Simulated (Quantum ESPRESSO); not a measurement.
# Band energies of NH4I

```xyz
12
Lattice="6.1494 0.0000 0.0000 0.0000 6.1494 0.0000 0.0000 0.0000 4.4137" Properties=species:S:1:pos:R:3 pbc="T T T"
H      2.2288     3.0747     0.5945
H      0.0000     5.3035     0.5945
H      3.9206     3.0747     0.5945
H      0.0000     0.8459     0.5945
H      5.3035     0.0000     3.8192
H      3.0747     3.9206     3.8192
H      0.8459     0.0000     3.8192
H      3.0747     2.2288     3.8192
N      3.0747     3.0747     0.0000
N      0.0000     0.0000     0.0000
I      0.0000     3.0747     1.9926
I      3.0747     0.0000     2.4210
```

norm-conserving LDA (Quantum ESPRESSO, 84 Ry, without SOC); path ΓXMΓZRAZ,XR,MA; energies in eV from the valence-band maximum.

| k (1/Å) | point | band 12 | band 13 | band 14 | band 15 | band 16 | band 17 | band 18 | band 19 |
|---|---|---|---|---|---|---|---|---|---|
| 0.00 | Γ | -1.21 | -0.16 | -0.16 | -0.13 | 0.00 | 3.39 | 4.11 | 5.57 |
| 0.26 |  | -1.10 | -0.62 | -0.37 | -0.12 | -0.04 | 4.09 | 4.62 | 5.86 |
| 0.51 | X | -1.19 | -0.77 | -0.77 | -0.10 | -0.10 | 5.00 | 5.00 | 6.20 |
| 0.77 |  | -1.67 | -0.39 | -0.39 | -0.11 | -0.11 | 5.32 | 5.32 | 6.46 |
| 1.02 | M | -1.95 | -0.18 | -0.18 | -0.15 | -0.15 | 5.67 | 5.67 | 6.99 |
| 1.20 |  | -1.75 | -0.39 | -0.17 | -0.13 | -0.12 | 5.23 | 5.79 | 6.23 |
| 1.38 |  | -1.21 | -0.77 | -0.17 | -0.12 | -0.07 | 4.49 | 5.17 | 5.87 |
| 1.56 |  | -1.09 | -0.52 | -0.16 | -0.12 | -0.02 | 3.76 | 4.40 | 5.74 |
| 1.74 | Γ | -1.21 | -0.16 | -0.16 | -0.13 | 0.00 | 3.39 | 4.11 | 5.57 |
| 1.92 |  | -1.24 | -0.49 | -0.23 | -0.16 | -0.16 | 3.72 | 4.28 | 5.69 |
| 2.10 |  | -1.31 | -1.14 | -0.75 | -0.16 | -0.16 | 4.41 | 4.77 | 6.03 |
| 2.28 |  | -1.37 | -1.37 | -1.20 | -0.17 | -0.17 | 5.17 | 5.45 | 6.18 |
| 2.46 | Z | -1.40 | -1.40 | -1.36 | -0.17 | -0.17 | 5.64 | 5.88 | 6.09 |
| 2.63 |  | -1.34 | -1.33 | -1.27 | -0.28 | -0.23 | 5.59 | 5.90 | 5.95 |
| 2.80 |  | -1.33 | -1.15 | -0.97 | -0.54 | -0.41 | 5.18 | 5.60 | 6.16 |
| 2.97 | R | -1.43 | -0.86 | -0.86 | -0.66 | -0.66 | 5.15 | 5.15 | 6.36 |
| 3.31 |  | -1.24 | -1.17 | -1.17 | -0.18 | -0.18 | 4.53 | 4.53 | 5.94 |
| 3.48 | A | -1.23 | -1.16 | -1.16 | -0.08 | -0.08 | 4.41 | 4.41 | 5.66 |
| 3.66 |  | -1.25 | -1.20 | -1.09 | -0.28 | -0.09 | 4.55 | 4.58 | 5.71 |
| 4.02 |  | -1.37 | -1.33 | -1.21 | -0.36 | -0.16 | 5.62 | 5.72 | 5.96 |
| 4.20 | Z | -1.40 | -1.40 | -1.36 | -0.17 | -0.17 | 5.64 | 5.88 | 6.09 |
| 4.20 | X | -1.19 | -0.77 | -0.77 | -0.10 | -0.10 | 5.00 | 5.00 | 6.20 |
| 4.49 |  | -1.08 | -0.80 | -0.80 | -0.58 | -0.58 | 5.46 | 5.46 | 6.68 |
| 4.63 |  | -1.13 | -0.83 | -0.83 | -0.77 | -0.77 | 5.48 | 5.48 | 6.56 |
| 4.77 |  | -1.34 | -0.85 | -0.85 | -0.70 | -0.70 | 5.26 | 5.26 | 6.41 |
| 4.91 | R | -1.43 | -0.86 | -0.86 | -0.66 | -0.66 | 5.15 | 5.15 | 6.36 |
| 4.91 | M | -1.95 | -0.18 | -0.18 | -0.15 | -0.15 | 5.67 | 5.67 | 6.99 |
| 5.09 |  | -1.86 | -0.33 | -0.33 | -0.16 | -0.16 | 5.78 | 5.78 | 6.34 |
| 5.27 |  | -1.62 | -0.72 | -0.72 | -0.11 | -0.11 | 5.37 | 5.37 | 5.80 |
| 5.62 | A | -1.23 | -1.16 | -1.16 | -0.08 | -0.08 | 4.41 | 4.41 | 5.66 |

The LDA gap is direct, 3.39 eV at Γ.

Spin-orbit coupling is left out, which matters for elements this heavy: edges can move by tenths of an eV.

Geometry of the Materials Project entry, not relaxed at this level.

The structure is a Materials Project entry; no match was found in the copy of COD used, and its stability was not checked.

The distance between layers or molecules is the database entry's, not relaxed here. Functionals without dispersion can leave it too large, which widens gaps and weakens the response across layers: the numbers belong to this cell.
